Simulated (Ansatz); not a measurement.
Fe (Im-3m): electronic heat capacity from the density of states

The calculation used DFT r2SCAN, scalar-relativistic, plane waves, PAW in Ansatz.

Cutoff 500 eV; k points 20×20×20 on the computed 1-atom cell (Γ-centred); Gaussian smearing, width 0.10 eV; collinear spin from starting moments 3.09 μB.

Relaxed cell: Im-3m, a = 2.867 Å, b = 2.867 Å, c = 2.867 Å, α = 90.00°, β = 90.00°, γ = 90.00°, 1 atom in the primitive cell.

The density of states at the Fermi level is 0.735 states/eV in the cell of 1 atom (1 formula unit; both spins, tetrahedra on a 30×30×30 mesh). The run ends with a moment of 2.65 μB a cell (largest on a site 2.81 μB), and the figure is for this state; a paramagnetic sample can have a quite different one. Another magnetic order, if the compound takes it, can change N(E_F) and the shape of the cell a good deal.

Question: What Sommerfeld coefficient does this give?

Answer: Per formula unit N(E_F) = 0.735 states/eV. γ = (π²/3) k_B² N(E_F) N_A = 2.357 mJ/(mol K²) per state/eV, so γ = 1.7 mJ/(mol K²), a mole of formula units. This is the bare band result: a measured γ of the same phase and magnetic order is as a rule larger by a factor 1 + λ from phonons and spin fluctuations. N(E_F) at one energy is sensitive to the mesh where the density of states has sharp peaks.

The state reached may not be the lowest one.

Only this magnetic start was tried.

Cost: 1 run of about 0.48 core-minutes, on Arm Neoverse V2 (shared hosts).